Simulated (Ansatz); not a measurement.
SnS$_{2}$:
```xyz
12
Lattice="0.0000 5.1791 5.1791 5.1791 0.0000 5.1791 5.1791 5.1791 0.0000" Properties=species:S:1:pos:R:3 pbc="T T T"
Sn     6.4739     3.8843     3.8843
Sn     3.8843     3.8843     6.4739
Sn     3.8843     6.4739     3.8843
Sn     6.4739     6.4739     6.4739
S      3.9014     6.4568     6.4568
S      6.4910     6.4910     9.0464
S      6.4568     3.9014     6.4568
S      9.0464     9.0464     9.0464
S      3.9014     3.9014     3.9014
S      6.4910     9.0464     6.4910
S      6.4568     6.4568     3.9014
S      9.0464     6.4910     6.4910
```

Cartesian axes are those of the cell as given.

Question: Give the high-frequency dielectric tensor and the Born effective charge tensors of the independent atoms from DFPT, the program Ansatz at the PBEsol level (PAW).

Answer: 
ε∞:
```
7.33  0.00  0.00
0.00  7.33  0.00
0.00  0.00  7.33
```
Z* of atom 1 (Sn), rows: field, columns: displacement, in e:
```
 3.74  -1.15  -1.15
-1.15   3.74   1.15
-1.15   1.15   3.74
```
Z* of atom 5 (S), rows: field, columns: displacement, in e:
```
-1.87  -0.34  -0.34
-0.34  -1.87   0.34
-0.34   0.34  -1.87
```

Static charges for comparison (Bader): Sn1 +1.52, S5 -0.76 e. Born charges measure polarisation by displacement and can exceed these by far.

Space group Fd-3m. The first step of the workflow began from a Materials Project structure, measured or hypothetical; the Crystallography Open Database copy checked does not list it. It is not the phase usual at ambient conditions (space group No. 164). The PBEsol relaxation kept the symmetry of its start; whether a distortion lowers the energy is not shown. Spin–orbit coupling is left out wherever it is not named.

Potentials: the later of the program's two PAW sets.
